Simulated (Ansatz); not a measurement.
The elements of this relaxed trial crystal are hidden behind letters.

```
lattice vectors (Å)
   3.9449    0.0000    0.0000
   0.0000    3.9449    0.0000
   0.0000    0.0000    3.9449
fractional positions
X 0.0000 0.0000 0.0000
Z 0.5000 0.5000 0.5000
```

Computed with Ansatz, DFT PBE, scalar-relativistic, plane waves, PAW. Settings of the last relaxation (2-atom cell): 420 eV, 14×14×14 k points, Gaussian smearing of 0.10 eV, collinear spin.

| Item | Value |
| --- | --- |
| Space group | Pm-3m (No. 221) |
| Conventional cell | a = 3.945 Å |
| Volume per atom | 30.70 Å³ |
| Density | 5.33 g/cm³ |
| Energy over the elements | +0.19 eV/atom |
| Gap on the 14×14×14 mesh of the 2-atom cell | 0 eV (a metal) |
| Net moment per atom | 3.59 μB |

Energies are uncorrected and count from the elements' standard states at the same level.

Problem. X is a lanthanide and Z is a d-block element of period 4. Which elements are they?

Solution. X = Eu, Z = Sc, so the formula is EuSc, here in the caesium chloride type. Density times volume gives a mean mass of 5.33 × 30.70/1.6605 = 98.5 u per atom, and this set has 98.5 u. Around Eu lie 8 Sc at 3.42 Å and 6 Eu at 3.94 Å; Sc is surrounded by 8 Eu at 3.42 Å and 6 Sc at 3.94 Å. Other sets within the hints have nearly the same mass, so mass alone doesn't settle it; this one was computed.

The 4f shell of Eu is treated without a Hubbard U, which places its levels poorly. Another magnetic order may lie lower. A structure relaxed within its symmetry needn't be a true minimum.
